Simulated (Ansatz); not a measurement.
BeZn3Se4 (Pmm2) at 3 levels of theory

One geometry, relaxed with PBE; plane waves with PAW potentials in Ansatz, scalar-relativistic. No spin polarisation. Gaps are the least over mesh and band path; pressure is positive in compression.

```
Be Zn Se
1.0
     3.94478    0.00000    0.00000
     0.00000    7.90548    0.00000
     0.00000    0.00000    5.60898
Be Zn Se
1 3 4
Direct
  0.50000 0.00000 0.50480
  0.00000 0.76240 0.00038
  0.00000 0.23760 0.00038
  0.50000 0.50000 0.49829
  0.50000 0.76672 0.73584
  0.00000 0.00000 0.28721
  0.50000 0.23328 0.73584
  0.00000 0.50000 0.23726
```

```tsv
level	cutoff (eV)	k mesh	gap (eV)	pressure (GPa)
PBE	420	8×4×6	1.65	0.0
```

Q: What comes out on the same cell with r2SCAN, PBEsol?

A:
| level | cutoff (eV) | k mesh | gap (eV) | pressure (GPa) |
| --- | --- | --- | --- | --- |
| r2SCAN | 500 | 8×4×6 | 2.22 | -1.9 |
| PBEsol | 420 | 8×4×6 | 1.53 | -2.9 |

It was reached by relaxing an invented guess, and it needn't be the stable form of this composition.
